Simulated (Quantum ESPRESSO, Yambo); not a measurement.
For KBH$_{4}$ (space group P2_1/m, No. 11, within 0.06 Å of P4_2/nmc), Yambo gives the independent-particle static dielectric constant along x as 2.65 on LDA bands and 2.23 after a scissor of 3.34 eV widens every gap (4×4×2 mesh, 99 bands, 3 Ry local-field block, 0.2 eV broadening). Axes are Cartesian, with cell vectors (Å) (4.66, 0.00, 0.00), (0.00, 4.68, 0.00), (-0.01, 0.00, 6.55).

Problem. A scissor keeps the position matrix elements. In a one-oscillator model, how does ε − 1 scale, and what mean transition energy do the two values imply?

Solution. Each transition adds |r|²/E to ε − 1, so ε − 1 ∝ 1/(E0 + Δ). Then (2.23 − 1)/(2.65 − 1) = E0/(E0 + Δ) = 0.745, and E0 = Δ(ε' − 1)/(ε − ε') = 9.8 eV. The computed Im ε, weighted by 1/E up to 20 eV, has its mean at 9.6 eV; the smallest direct LDA gap is 5.68 eV. The scissor comes from a G0W0 run whose convergence isn't established. Convergence of the RPA response with its 4×4×2 mesh was not tested.

Bands from Quantum ESPRESSO.

Geometry of the Materials Project entry, not relaxed at this level; primitive cell a = 4.663 Å, b = 4.678 Å, c = 6.549 Å, α = γ = 90.00°, β = 90.07°.

The structure is a Materials Project entry; no match was found in the copy of COD used, and its stability was not checked.
